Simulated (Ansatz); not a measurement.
# Lattice dynamics at Γ of Sn3SiO8 (rutile sites, Cmmm)

Perturbation theory with PBEsol in the plane-wave code Ansatz on the PBEsol cell, ground state and force constants on a 4×4×4 mesh. No spin polarisation. The prototype was imposed, so other structures may be more stable.

It is orthorhombic, Cmmm (No. 65); conventional cell a = 6.530 Å, b = 6.542 Å, c = 6.175 Å, 10.99 Å³ an atom. Around Sn lie 6 O at 2.04–2.07 Å and 1 Sn at 2.95 Å; around Sn lie 6 O at 2.01–2.09 Å; around O lie 1 Si at 1.82 Å and 2 Sn at 2.07–2.09 Å; around O lie 3 Sn at 2.01–2.04 Å; around Si lie 6 O at 1.82–1.84 Å; around O lie 1 Si at 1.84 Å and 2 Sn at 2.05 Å.

```
CELL_PARAMETERS angstrom
3.27111 -3.26480 0.00000
3.27111 3.26480 0.00000
0.00000 0.00000 6.17459
ATOMIC_POSITIONS crystal
Sn 0.50000 0.50000 0.26106
Sn 0.00000 0.00000 0.00000
O 0.18327 0.18327 0.27785
O 0.81673 0.81673 0.27785
O 0.69199 0.30801 0.00000
O 0.30801 0.69199 0.00000
Sn 0.50000 0.50000 0.73894
Si 0.00000 0.00000 0.50000
O 0.18327 0.18327 0.72215
O 0.81673 0.81673 0.72215
O 0.71844 0.28156 0.50000
O 0.28156 0.71844 0.50000
```

Optical modes without the longitudinal term:

| ω (cm⁻¹) | degeneracy | IR intensity, summed over the level ((D/Å)²/amu) |
| --- | --- | --- |
| 119 | 1 | 0.00 |
| 123 | 1 | 0.00 |
| 146 | 1 | 5.76 |
| 166 | 1 | 0.07 |
| 168 | 1 | 0.00 |
| 221 | 1 | 8.45 |
| 238 | 1 | 1.86 |
| 248 | 1 | 0.00 |
| 266 | 1 | 17.31 |
| 275 | 1 | 11.48 |
| 309 | 1 | 0.00 |
| 314 | 1 | 0.00 |
| 317 | 1 | 0.00 |
| 389 | 1 | 20.63 |
| 399 | 1 | 31.96 |
| 406 | 1 | 0.01 |
| 413 | 1 | 0.00 |
| 422 | 1 | 0.00 |
| 496 | 1 | 60.62 |
| 503 | 1 | 0.00 |
| 535 | 1 | 2.35 |
| 537 | 1 | 0.00 |
| 557 | 1 | 0.00 |
| 572 | 1 | 2.56 |
| 590 | 1 | 0.00 |
| 598 | 1 | 1.30 |
| 603 | 1 | 44.69 |
| 634 | 1 | 0.00 |
| 636 | 1 | 33.32 |
| 658 | 1 | 2.19 |
| 722 | 1 | 0.02 |
| 736 | 1 | 0.00 |
| 781 | 1 | 0.00 |

All optical modes at Γ are real, from 119 to 781 cm⁻¹ without the longitudinal term; this says nothing of other wave vectors. With the long-range field the highest mode reaches 784 cm⁻¹. The program warns that the force constants, and all that is formed from them, aren't settled on this k mesh. Of the real levels 17 are infrared active, the strongest at 496 cm⁻¹.

ε∞: 4.37, 4.34 and 4.67 along x, y and z. With the ions relaxed, ε⁰ is 16.1, 13.5 and 11.1 along x, y and z. Born charges, averaged over directions: Sn +4.19 to +4.26, O -2.13 to -2.06, Si +4.26 e. The program notes that the ground state's band table doesn't vouch for all the bands that the response reads.

For comparison, on the r2SCAN cell the mean ε∞ is 3.97 with r2SCAN (ground state on 4×4×4; least gap 2.11 eV).

Spin-orbit coupling is left out, which matters wherever the heavy atoms make up the band edges.
